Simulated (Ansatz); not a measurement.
Compressing ZrC: a fit and a missing row

ZrC, Fm-3m, a = 4.712 Å. Ansatz: r2SCAN, PAW, 500 eV, Γ-centred 16×16×16 mesh on 2 atoms, Gaussian smearing 0.10 eV; no spin polarisation. Symmetry fixes shape and atoms, so the cell is only scaled; pressure is positive in compression.

```
V (Å³/atom) P (GPa)
     12.291        ?
     12.683     7.38
     13.075    -0.05
     13.468    -6.45
     13.860   -11.96
```

Task: Take V0 = 13.075 Å³/atom, count pressures from its P0 = -0.05 GPa, fit the third-order Birch–Murnaghan form to the other rows, and predict the missing pressure.

Result: With the Eulerian strain f = ½[(V0/V)^(2/3) − 1] and y = (P − P0)/[3f(1 + 2f)^(5/2)], the form is the line y = B0 + 1.5 B0 (B0′ − 4) f. Rows (f, y): 0.01025, 229.7; -0.00977, 229.4; -0.01906, 229.5. Means f = -0.006193, y = 229.53; Σ(Δf)² = 0.0004487, ΣΔfΔy = 0.003646; the slope is their ratio. y = 229.6 + 8.126 f GPa, so B0 = 229.6 GPa and B0′ = 4 + 2 × (8.126)/(3 × 229.6) = 4.02. At V = 12.291, f = 0.02104, y = 229.77 and P = 16.03 GPa. The run gave 16.01 GPa, so the fit is 0.02 GPa too high, a small miss on the scale of the series. The form still works here, 33 % of the fitted range beyond its end.

Cost: 5 runs of about 0.7 core-minutes in all, on Arm Neoverse V2 (shared hosts).